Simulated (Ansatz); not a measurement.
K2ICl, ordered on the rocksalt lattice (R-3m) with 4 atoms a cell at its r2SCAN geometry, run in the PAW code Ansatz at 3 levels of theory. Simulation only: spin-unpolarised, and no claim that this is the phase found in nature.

The r2SCAN input:
```yaml
crystal:
  lattice:
    - [2.3574210371, 1.3610576702, 7.7636043941]
    - [-2.3574210371, 1.3610576702, 7.7636043941]
    - [0.0, -2.7221153408, 7.7636043941]
  atoms:
    - { symbol: Cl, position: [1.0, 0.0, 0.0] }
    - { symbol: I, position: [0.5, 0.5, 0.5] }
    - { symbol: K, position: [0.2599441895, 0.2599441895, 0.2599441895] }
    - { symbol: K, position: [0.7400558105, 0.7400558105, 0.7400558105] }
kpoints:
  mp_grid: { grid: [6, 6, 6] }
  band_path:
    path:
      - [0.0, 0.0, 0.0]
      - [0.5, 0.5, 0.5]
      - [0.8128436616, 0.1871563384, 0.5]
      - [0.5, -0.1871563384, 0.1871563384]
      - [0.5, 0.0, 0.0]
      - [0.3435781692, -0.3435781692, 0.0]
      - [0.6564218308, 0.0, 0.3435781692]
      - [0.5, 0.0, 0.5]
    npoints: 1
hamiltonian:
  xc: r2scan
scf:
  occupations: { method: fixed }
  n_extra_bands: 5
output:
  forces: true
  stress: true
  eigenvalues: true
```

Main results, then, where recorded, the levels near the gap in eV from the Fermi energy (columns number the bands from 0), one row a point of the path (Γ, T, H₂, H₀, L, S₀, S₂, F):
```
Crystal: 4 atoms, lattice volume = 149.461 Å³
Symmetry: 12 space group operations
Space group: R-3m (ITA 166)
```
```
Basis set: ecut = 500 eV, 3821 PW (Γ), FFT grids on a1−a3, a2−a3, a3
k-points: 32 of 216
SCF 1 converged in 6 iterations: F = -11704.316202 eV  dr2 = 2.49e-8
Free energy (F): -11704.316202 eV
Fermi energy:    2.005026 eV
--- Forces (eV/Å), atoms counted from 1 ---
  atom   1  Cl      0.00000      0.00000      0.00000
  atom   2  I       0.00000      0.00000      0.00000
  atom   3  K       0.00000      0.00000    -0.00465
  atom   4  K       0.00000      0.00000      0.00465
--- Stress (GPa, compression-positive) ---
        0.028871       0.000000       0.000000
        0.000000       0.028871       0.000000
        0.000000       0.000000       0.014175
  P = ⅓ Tr σ = 0.0240 GPa (0.240 kbar)
```
```tsv
band_16	band_17	band_18	band_19	band_20	band_21	band_22	band_23
-1.631	-1.631	-0.614	0.000	0.000	4.384	6.284	7.299
-1.620	-1.620	-0.997	-0.022	-0.022	5.482	5.864	6.534
-1.875	-1.673	-0.905	-0.811	-0.655	6.347	6.723	7.251
-1.875	-1.673	-0.905	-0.811	-0.655	6.347	6.723	7.251
-1.681	-1.662	-1.236	-0.710	-0.294	6.182	6.345	6.791
-1.884	-1.668	-0.881	-0.847	-0.658	6.376	6.827	7.217
-1.884	-1.668	-0.881	-0.847	-0.658	6.376	6.827	7.217
-1.738	-1.681	-1.078	-0.637	-0.293	5.456	6.204	6.967
```

With r2SCAN the gap is 4.38 eV and direct, at Γ.

Problem. In the first input these blocks are replaced (the band path and keys that only write files left aside):
```yaml
kpoints:
  mp_grid: { grid: [4, 4, 4] }
hamiltonian:
  xc: hse06
```
What comes out?

Solution.
```
Basis set: ecut = 420 eV, 2923 PW (Γ), FFT grids on a1−a3, a2−a3, a3
k-points: 13 of 64
SCF 1 stopped early in 2 iterations: F = -11674.835917 eV  dr2 = 9.41e-5
Exchange kernel: α = 0.2500, screened, ω = 0.2079 Å⁻¹, Wigner–Seitz truncation, v(0) = 1044.1718 eV·Å³, q-mesh 4×4×4
SCF 2 stopped early in 5 iterations: F = -11682.238591 eV  dr2 = 1.55e-6
hybrid outer 1: dexx = +4.413e-3 eV, tail = 1.25e-5 eV
SCF 3 converged in 4 iterations: F = -11682.238606 eV  dr2 = 7.38e-10
hybrid outer 2: dexx = +1.550e-7 eV, tail = 6.25e-9 eV, Δε = 2.33e-3 eV, ΔF = 2.73e-4 eV/Å
Free energy (F): -11682.238606 eV
Fermi energy:    1.627927 eV
--- Forces (eV/Å), atoms counted from 1 ---
  atom   1  Cl      0.00000      0.00000      0.00000
  atom   2  I       0.00000      0.00000      0.00000
  atom   3  K       0.00000      0.00000    -0.02113
  atom   4  K       0.00000      0.00000      0.02113
--- Stress (GPa, compression-positive) ---
        0.350889       0.000000       0.000000
        0.000000       0.350889       0.000000
        0.000000       0.000000       0.367743
  P = ⅓ Tr σ = 0.3565 GPa (3.565 kbar)
```
```tsv
band_16	band_17	band_18	band_19	band_20	band_21	band_22	band_23
-1.828	-1.828	-0.660	0.000	0.000	4.817	6.761	7.938
-1.818	-1.818	-1.032	-0.021	-0.021	5.984	6.246	7.134
-2.084	-1.881	-0.964	-0.857	-0.674	6.964	7.277	7.866
-2.084	-1.881	-0.964	-0.857	-0.674	6.964	7.277	7.866
-1.884	-1.874	-1.308	-0.730	-0.310	6.732	6.985	7.296
-2.095	-1.877	-0.937	-0.895	-0.677	6.992	7.371	7.864
-2.095	-1.877	-0.937	-0.895	-0.677	6.992	7.371	7.864
-1.941	-1.884	-1.160	-0.660	-0.310	6.058	6.728	7.336
```
The HSE06 gap is direct at Γ: 4.82 eV. The mean stress, +0.4 GPa, is small, and the program warns that its thresholds are loose for a hybrid's stress.

PBE0. Against the first input these blocks differ (the band path and keys that only write files left aside):
```yaml
kpoints:
  mp_grid: { grid: [4, 4, 4] }
hamiltonian:
  xc: pbe0
```

```
Basis set: ecut = 420 eV, 2923 PW (Γ), FFT grids on a1−a3, a2−a3, a3
k-points: 13 of 64
SCF 1 stopped early in 2 iterations: F = -11674.836039 eV  dr2 = 9.20e-5
SCF 2 stopped early in 6 iterations: F = -11682.033561 eV  dr2 = 2.44e-7
hybrid outer 1: dexx = +6.455e-3 eV, tail = 1.27e-5 eV
SCF 3 converged in 4 iterations: F = -11682.033609 eV  dr2 = 3.18e-10
hybrid outer 2: dexx = +2.444e-7 eV, tail = 8.53e-9 eV, Δε = 2.63e-3 eV, ΔF = 5.19e-5 eV/Å
Free energy (F): -11682.033609 eV
Fermi energy:    1.250511 eV
--- Forces (eV/Å), atoms counted from 1 ---
  atom   1  Cl      0.00000      0.00000      0.00000
  atom   2  I       0.00000      0.00000      0.00000
  atom   3  K       0.00000      0.00000    -0.02009
  atom   4  K       0.00000      0.00000      0.02009
--- Stress (GPa, compression-positive) ---
        0.324056       0.000000       0.000000
        0.000000       0.324056       0.000000
        0.000000       0.000000       0.345273
  P = ⅓ Tr σ = 0.3311 GPa (3.311 kbar)
```
```tsv
band_16	band_17	band_18	band_19	band_20	band_21	band_22	band_23
-1.855	-1.855	-0.669	0.000	0.000	5.524	7.468	8.682
-1.845	-1.845	-1.055	-0.022	-0.022	6.714	6.949	7.866
-2.117	-1.913	-0.989	-0.880	-0.688	7.693	8.001	8.607
-2.117	-1.913	-0.989	-0.880	-0.688	7.693	8.001	8.607
-1.912	-1.905	-1.344	-0.746	-0.319	7.446	7.720	8.028
-2.128	-1.909	-0.962	-0.920	-0.691	7.721	8.096	8.604
-2.128	-1.909	-0.962	-0.920	-0.691	7.721	8.096	8.604
-1.975	-1.912	-1.189	-0.673	-0.318	6.778	7.444	8.065
```

With PBE0 the gap is 5.52 eV and direct, at Γ. The mean stress, +0.3 GPa, is small, and the program warns that its thresholds are loose for a hybrid's stress.

Small level splittings and stresses of the hybrids carry the error of their coarser meshes.

Totals of different functionals can't be compared.

No spin-orbit coupling is included; it can move band edges with weight on the heavy atoms by tenths of an eV.
